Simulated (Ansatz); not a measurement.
AlGaN2:
```xyz
4
Lattice="3.1434 0.0000 0.0000 -1.5717 2.7223 0.0000 0.0000 0.0000 5.0929" Properties=species:S:1:pos:R:3 pbc="T T T"
Al     0.0000     0.0000     5.0893
Ga     1.5717     0.9074     2.5327
N      1.5717     0.9074     0.5714
N      0.0000     0.0000     3.1963
```

DFT-r²SCAN in the program Ansatz with PAW potentials gives a gap of 3.39 eV without spin–orbit coupling, maximum at Γ, minimum at Γ.

### Question
What happens when spin–orbit coupling is switched on?

### Answer
The gap stays essentially unchanged, to 3.39 eV; maximum at Γ, minimum at Γ.

### Question
Give the electron effective mass with spin–orbit coupling.

### Answer
0.24 mₑ (isotropic).

### Question
Give the hole effective mass with spin–orbit coupling.

### Answer
0.52, 0.52, 3.5 mₑ (principal values).

Space group P3m1. The first step of the workflow began from a Materials Project structure, measured or hypothetical; the Crystallography Open Database copy checked does not list it. With Al and Ga taken as one species the cell has the higher symmetry P6_3mc, so it may be an ordered model of a mixed-site phase. Whether it is the stable phase at ambient conditions was not checked. The cell was relaxed with r²SCAN under the symmetry of its start; whether a distortion lowers the energy is not shown.

Potentials: the later of the program's two PAW sets.
